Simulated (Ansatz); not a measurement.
Data:

Relaxed HfO₂ (tetragonal-ZrO2 type, space group P4_2/nmc):

```yaml
crystal:
  lattice:
    - [3.60482, 0.00000, 0.00000]
    - [0.00000, 3.60482, 0.00000]
    - [0.00000, 0.00000, 5.26502]
  atoms:
    - { symbol: Hf, position: [0.00000, 0.00000, 0.00000] }
    - { symbol: Hf, position: [0.50000, 0.50000, 0.50000] }
    - { symbol: O, position: [0.00000, 0.50000, 0.19324] }
    - { symbol: O, position: [0.00000, 0.50000, 0.69324] }
    - { symbol: O, position: [0.50000, 0.00000, 0.30676] }
    - { symbol: O, position: [0.50000, 0.00000, 0.80676] }
```

Scan: atom 4 (O, nearest neighbour Hf at 2.070 Å; its periodic images, 3.6 Å or more away, move with it) is displaced along Cartesian z, direction (0.000, 0.000, 1.000) in Cartesian axes, by s. The other atoms stay.

Computed with PBE (plane waves to 420 eV, PAW, scalar-relativistic; Ansatz, a program for electronic structure). k mesh 7×7×5 (Γ-centred), Fermi-Dirac smearing 0.05 eV. The energy includes the smearing's −TS. HfO2 is run without spin polarisation. HfO2 was relaxed with its symmetry unable to fall. Spin-orbit coupling is left out, though Hf is heavy. The PAW data are Ansatz's earlier set. This is a high-temperature form of HfO2. The zero of ΔE is the undisplaced structure.

The scan covers s from -0.410 to 0.410 Å in 11 points.

Task: Is the energy the same for displacements of ±0.410 Å, and if not, which side lies higher?

Result: Not even: the negative side lies higher at ±0.410 Å. With its periodic images moving along, the atom's site symmetry in this cell is mm2.

Task: What is the force constant k = d²E/ds² of this move at s = 0?

Result: 13.0 eV/Å².

(A displaced cell: forces are minus the slopes of the energy, force constants its curvatures, and phonons follow from these.)
